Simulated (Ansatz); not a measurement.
Ansatz (a program for electronic structure) input:

Ansatz 0.2 input:
```yaml
crystal:
  lattice:
    - [7.3561824396, 0.0, 0.0]
    - [0.0, 4.5116799015, 0.0]
    - [-0.034659077, 0.0, 7.7225483263]
  atoms:
    - { symbol: Cd, position: [0.6000313477, 0.5, 0.8606589152] }
    - { symbol: Cd, position: [0.0402603205, 0.0, 0.6905985746] }
    - { symbol: Cd, position: [0.077021253, 0.5, 0.118189237] }
    - { symbol: As, position: [0.943338404, 0.5, 0.81401554] }
    - { symbol: I, position: [0.9406020847, 0.0, 0.3204214276] }
    - { symbol: I, position: [0.4414681041, 0.0, 0.6707941824] }
    - { symbol: I, position: [0.449268486, 0.5, 0.1920021232] }
kpoints:
  mp_grid: { grid: [3, 4, 2] }
hamiltonian:
  xc: hse06
  pseudopotentials: { kind: paw }
scf:
  n_extra_bands: 7
  occupations: { method: fixed }
output:
  eigenvalues: true
  eigenstates:
    e_range: [-9.0, 9.4]
    kpoints:
      - [0.0, 0.0, 0.0]  # VBM
      - [0.0, 0.0, 0.0]  # CBM
```

Output (shortened):

```
Pseudopotentials: kind: paw
Pseudopotential: Cd, paw, valence charge 20
Pseudopotential: As, paw, valence charge 15
Pseudopotential: I, paw, valence charge 17
Functional definition: HSE06
davidson cushion auto → on  (no smearing: the cushion is to keep the highest requested band from converging to the state above it …
Crystal: 7 atoms, lattice volume = 256.302 Å³
Basis set: ecut = 420 eV, 5043 PW (Γ)
Bands: 70, of which v1, the nominal top of the filled ones, is band 63 counted from 1 (62 counted from 0)
Symmetry: 2 space group operations
Space group: Pm (ITA 6), of the structure as read, at distance tolerance 6.4e-5 Å
k-points: 12 of 24 (time reversal used)
PAW frozen core: Cd, regenerated for the run's functional, and the local potential with it
PAW frozen core: As, regenerated for the run's functional, and the local potential with it
PAW frozen core: I, regenerated for the run's functional, and the local potential with it
Initial wavefunctions: pseudopotential atomic-orbital guess
Eigensolver: davidson
Functional: x = pbe(κ = 0.804, μ = 0.2195149727645171), c = pbe(β = 0.06672455060314922), warm-up for x = pbe(κ = 0.804, μ = 0.2195149727645171) + 0.25 (exact …
SCF iter   1: F=—  HF=-52161.255955 eV  |F-HF|=—  |Δ(HF+E_count)|=         —  Δρ=1.61e-3  dr2=1.33e-2  ethr=1.77e-3  ⟨swp⟩=10.2  Hψ=3680  notcnv=0
preconditioner: auto → none
SCF iter   2: F=—  HF=-52161.254565 eV  |F-HF|=—  |Δ(HF+E_count)|=   1.39e-3  Δρ=6.64e-4  dr2=3.62e-3  ethr=1.05e-5  ⟨swp⟩=5.3  Hψ=2490  notcnv=0
iter 3 solved again at ethr=1.14e-7 eV; its pass at ethr=2.87e-6 eV (dr2=1.43e-4 eV) is discarded
SCF iter   3: F=—  HF=-52161.253771 eV  |F-HF|=—  |Δ(HF+E_count)|=   7.94e-4  Δρ=2.54e-4  dr2=1.46e-4  ethr=1.14e-7  ⟨swp⟩=3.8  Hψ=4237  notcnv=0
SCF iter   4: F=-52161.253996 eV  HF=-52161.253947 eV  |F-HF|=4.91e-5  |Δ(HF+E_count)|=   1.76e-4  Δρ=1.11e-4  dr2=2.21e-5  ethr=1.14e-7  ⟨swp⟩=4.0  Hψ=2127  notcnv=0
SCF 1 stopped early in 4 iterations: F = -52161.253996 eV  dr2 = 2.21e-5
Crystal: 7 atoms, lattice volume = 256.302 Å³
Initial density: handed on by an earlier stage of this run
Initial wavefunctions: those handed on with the density
Functional: x = pbe(κ = 0.804, μ = 0.2195149727645171) + 0.25 (exact − pbe) at short range (hse, ω = 0.20786987370883472 Å⁻¹), c = pbe(β = 0.06672455060314922); HSE06 as pw.x's `hse` composes it (authors' and Libxc's form: `xc: wpbeh`)
Exchange kernel: α = 0.2500, screened, ω = 0.2079 Å⁻¹, Wigner–Seitz truncation, v(0) = 1040.0007 eV·Å³, q-mesh 3×4×2, nearest image of the exchange supercell L …
Frozen-core exchange: fock
SCF iter   1: F=—  HF=-52187.972777 eV  |F-HF|=—  |Δ(HF+E_count)|=         —  Δρ=5.09e-3  dr2=5.82e-2  ethr=1.75e-7  ⟨swp⟩=8.9  Hψ=4462  notcnv=0
preconditioner: auto → none
SCF iter   2: F=—  HF=-52187.952503 eV  |F-HF|=—  |Δ(HF+E_count)|=   2.03e-2  Δρ=1.88e-3  dr2=7.47e-3  ethr=1.75e-7  ⟨swp⟩=5.1  Hψ=3748  notcnv=0
SCF iter   3: F=—  HF=-52187.978959 eV  |F-HF|=—  |Δ(HF+E_count)|=   2.65e-2  Δρ=1.32e-3  dr2=3.21e-3  ethr=1.75e-7  ⟨swp⟩=5.0  Hψ=3443  notcnv=0
SCF iter   4: F=—  HF=-52187.978422 eV  |F-HF|=—  |Δ(HF+E_count)|=   5.36e-4  Δρ=4.30e-4  dr2=3.14e-4  ethr=1.75e-7  ⟨swp⟩=4.0  Hψ=2783  notcnv=0
SCF iter   5: F=—  HF=-52187.979068 eV  |F-HF|=—  |Δ(HF+E_count)|=   6.46e-4  Δρ=1.73e-4  dr2=2.14e-4  ethr=1.75e-7  ⟨swp⟩=4.2  Hψ=2361  notcnv=0
SCF iter   6: F=—  HF=-52187.979031 eV  |F-HF|=—  |Δ(HF+E_count)|=   3.71e-5  Δρ=8.53e-5  dr2=8.55e-5  ethr=1.63e-7  ⟨swp⟩=4.0  Hψ=2341  notcnv=0
SCF iter   7: F=-52187.979006 eV  HF=-52187.979009 eV  |F-HF|=2.81e-6  |Δ(HF+E_count)|=   2.19e-5  Δρ=2.03e-5  dr2=1.17e-5  ethr=6.10e-8  ⟨swp⟩=3.2  Hψ=1989  notcnv=0
SCF 2 stopped early in 7 iterations: F = -52187.979006 eV  dr2 = 1.17e-5
hybrid outer 1: dexx = +3.132e-2 eV, tail = 1.53e-4 eV
Crystal: 7 atoms, lattice volume = 256.302 Å³
Exchange kernel: α = 0.2500, screened, ω = 0.2079 Å⁻¹, Wigner–Seitz truncation, v(0) = 1040.0007 eV·Å³, q-mesh 3×4×2, nearest image of the exchange supercell L …
Frozen-core exchange: fock
SCF iter   1: F=—  HF=-52187.979242 eV  |F-HF|=—  |Δ(HF+E_count)|=         —  Δρ=4.22e-5  dr2=2.44e-6  ethr=6.08e-7  ⟨swp⟩=3.3  Hψ=1973  notcnv=0
preconditioner: auto → none
SCF iter   2: F=—  HF=-52187.979244 eV  |F-HF|=—  |Δ(HF+E_count)|=   1.85e-6  Δρ=1.83e-5  dr2=7.82e-7  ethr=1.78e-9  ⟨swp⟩=5.1  Hψ=3162  notcnv=0  defer=1
iter 3 solved again at ethr=4.69e-11 eV; its pass at ethr=5.48e-10 eV (dr2=5.91e-8 eV) is discarded
SCF iter   3: F=-52187.979244 eV  HF=-52187.979244 eV  |F-HF|=1.84e-8  |Δ(HF+E_count)|=   2.04e-7  Δρ=7.26e-6  dr2=6.59e-8  ethr=4.69e-11  ⟨swp⟩=2.8  Hψ=4085  notcnv=0
SCF 3 converged in 3 iterations: F = -52187.979244 eV  dr2 = 6.59e-8
hybrid outer 2: dexx = +1.651e-6 eV, tail = 2.56e-7 eV, Δε = 2.96e-3 eV (about 1.64e-4 eV left of the loop's levels)
NSCF: frozen V_eff on 2 k-points
hybrid SCF converged: 2 outer / 10 inner (+4 warm-up), last move |dexx| = 1.65e-6 eV, tail = 2.56e-7 eV
Stability not checked (fock_operator)
Free energy (F): -52187.979245 eV
Frozen-core exchange: fock
Harris-Foulkes:  -52187.979245 eV  (|F-HF|=1.84e-8)
Internal energy: -52187.979245 eV  (E = F + TS)
E sigma→0 (E₀):  -52187.979245 eV
Fermi energy:    5.643418 eV
--- Per-component energies (eV) ---
  E_band       = -3376.183763
  E_kinetic    = 2185.522819
  E_local      = -21771.259678  (includes V_loc(G=0)·N_el)
  E_nonlocal   = -841.638212
  E_hartree    = 10580.700047
  E_xc         = -795.706116
  E_vxc        = -897.554570  (∫ρ·V_xc dr)
  E_exx        = -476.390256  (= α·E_x^exact, valence–valence)
  E_paw        = -28283.049253  (= ΣΔE_a)
  E_vpaw       = -2259.857693  (= ΣTr[D̂ρ^β])
  E_aug_tail   = 0.000027  (compensation charges beyond the density's cutoff)
  E_ewald      = -12782.519800
  E_core_change = -3.638823  (= ΣΔE_core)
  E_smearing   =  0.000000  (= −TS)
  E_closure    = 0.000000  (closes the sum)
  Σ components = -52187.979245   (vs F -52187.979245, Δ=-7.28e-12)
  [band-id]    e_kinetic+e_local+e_nonlocal+2·e_hartree+e_vxc+2·e_exx+e_vpaw+e_augmentation_tail = -3376.167725   (vs E_band -3376.183763, Δ=1.60e-2)
--- Band table (eV; the first three rows and the last of 12) ---
  k-point 0: bands = ["-101.7605", "-101.6994", "-101.4784", "-61.4991", "-61.4909", "-61.4564", "-61.4355", "-61.4293", "-61.3955", "-61.2199", "-61.2096", "-61.1573", "-41.7725", "-41.7707", "-41.7142", "-41.7127", "-41.7100", "-41.7051", "-41.6865", "-41.6466", "-41.6415", "-41.6219", "-41.4692", "-41.4653", "-41.3766", "-41.3415", "-41.3246", "-31.8818", "-31.8795", "-31.8682", "-31.8629", "-31.8622", "-8.2163", "-8.0259", "-7.7322", "-5.8781", "-3.9743", "-3.9619", "-3.9602", "-3.9164", "-3.8707", "-3.8347", "-3.8061", "-3.7826", "-3.7393", "-3.6468", "-3.6271", "-3.5482", "-3.5359", "-3.4883", "-2.7184", "0.7769", "1.0441", "1.9946", "2.4100", "3.1212", "3.6002", "3.8010", "4.0523", "4.4425", "5.0362", "5.3799", "5.6434", "7.4868", "8.5177", "9.1260", "10.2941", "10.9925", "11.6179", "11.9488"]
  k-point 1: bands = ["-101.7605", "-101.6994", "-101.4784", "-61.4991", "-61.4909", "-61.4564", "-61.4355", "-61.4293", "-61.3955", "-61.2199", "-61.2096", "-61.1573", "-41.7725", "-41.7707", "-41.7142", "-41.7127", "-41.7100", "-41.7051", "-41.6865", "-41.6466", "-41.6415", "-41.6219", "-41.4692", "-41.4653", "-41.3766", "-41.3415", "-41.3246", "-31.8818", "-31.8795", "-31.8682", "-31.8629", "-31.8622", "-8.1479", "-8.0680", "-7.7571", "-5.8802", "-3.9715", "-3.9589", "-3.9511", "-3.9017", "-3.8635", "-3.8380", "-3.7987", "-3.7903", "-3.7392", "-3.6929", "-3.6577", "-3.5479", "-3.5169", "-3.4936", "-2.8224", "0.9542", "1.5525", "2.3416", "2.5459", "3.1630", "3.3809", "3.4291", "3.8232", "4.0776", "4.3805", "5.0865", "5.5016", "8.5256", "9.2006", "9.3850", "10.7565", "11.1504", "11.5038", "11.9198"]
  k-point 2: bands = ["-101.7604", "-101.6994", "-101.4783", "-61.4991", "-61.4909", "-61.4564", "-61.4355", "-61.4292", "-61.3955", "-61.2199", "-61.2096", "-61.1572", "-41.7724", "-41.7707", "-41.7142", "-41.7126", "-41.7100", "-41.7050", "-41.6865", "-41.6466", "-41.6415", "-41.6219", "-41.4692", "-41.4653", "-41.3765", "-41.3415", "-41.3245", "-31.8818", "-31.8794", "-31.8683", "-31.8631", "-31.8622", "-8.1219", "-7.9702", "-7.7189", "-5.7903", "-3.9790", "-3.9572", "-3.8860", "-3.8611", "-3.8449", "-3.8286", "-3.7738", "-3.7552", "-3.7488", "-3.6640", "-3.6312", "-3.5333", "-3.5176", "-3.4929", "-2.6503", "1.0030", "1.2059", "2.0703", "2.2332", "2.7339", "2.7755", "3.5555", "3.6070", "3.7661", "4.0079", "4.8179", "4.9718", "8.8898", "9.6685", "10.0293", "10.6805", "10.9677", "11.7114", "12.1824"]
  k-point 11: bands = ["-101.7604", "-101.6994", "-101.4783", "-61.4991", "-61.4909", "-61.4564", "-61.4354", "-61.4293", "-61.3955", "-61.2200", "-61.2096", "-61.1570", "-41.7724", "-41.7706", "-41.7142", "-41.7126", "-41.7100", "-41.7050", "-41.6865", "-41.6466", "-41.6415", "-41.6219", "-41.4692", "-41.4653", "-41.3765", "-41.3415", "-41.3245", "-31.8819", "-31.8793", "-31.8684", "-31.8633", "-31.8623", "-7.9934", "-7.9262", "-7.7096", "-5.7025", "-3.9518", "-3.9356", "-3.8514", "-3.8322", "-3.8109", "-3.7650", "-3.7610", "-3.7496", "-3.7156", "-3.6938", "-3.5759", "-3.5274", "-3.5205", "-3.5149", "-2.6224", "0.7052", "0.9229", "0.9474", "2.2712", "3.0765", "3.0969", "3.4031", "3.4230", "3.9077", "4.1143", "4.5291", "4.7721", "8.7754", "8.8050", "9.2384", "9.5733", "10.8209", "11.1930", "11.3378"]
  band table: 70 of 70 bands, residual norms ≤ 1.0e-3 eV
```

Cost: roughly 9 core-minutes on shared cores.

The points marked VBM and CBM come from a semilocal run.

The first step of the workflow began from a Materials Project structure, measured or hypothetical; the Crystallography Open Database copy checked does not list it. Its standing as an ambient phase is unchecked. Symmetry was held in the PBEsol relaxation; its stability against distortions is not shown here. Spin–orbit coupling is left out wherever it is not named.

Potentials: the later of the program's two PAW sets.

Ansatz is a plane-wave DFT program.
